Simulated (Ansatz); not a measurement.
C in space group Im-3m (No. 229; C on 16f), plane-wave PAW r²SCAN (Ansatz code). The conduction-band minimum lies on the Γ–P line, 64 % of the way from Γ, with 8 equivalent valleys. Second derivatives d²E/dk² of the lowest band at one valley (eV·Å²), along Cartesian directions:

| direction | d²E/dk² |
|---|---|
| [100] | 14.42 |
| [010] | 14.42 |
| [001] | 14.39 |
| [110] | 12.47 |
| [101] | 12.40 |
| [011] | 12.40 |

Problem. Find the principal effective masses, the density-of-states mass and the conductivity mass.

Solution. Off-diagonal terms follow from H_xy = H[110] − (H_xx + H_yy)/2, and m*/mₑ = 7.620 eV·Å² over each eigenvalue: 0.46, 0.47, 0.73. One valley's DOS mass (m₁m₂m₃)^(1/3) = 0.54, conductivity mass 3/(Σ 1/mᵢ) = 0.53 mₑ.

Problem. What effective density of states Nc follows at 300 K for parabolic valleys?

Solution. Nc = 2.509e19 × 8 × (0.54)^(3/2) ≈ 8.0e19 cm⁻³.

The start of the workflow was typed in or built on a structure type; neither database checked (COD, Materials Project) lists it. It is not the phase usual at ambient conditions (space group No. 194, 227). The r²SCAN relaxation kept the symmetry of its start; its stability against distortions is not shown here.

Potentials: the later of the program's two PAW sets.

Edges and masses are those of Kohn–Sham bands, whose gap is no quasiparticle gap.
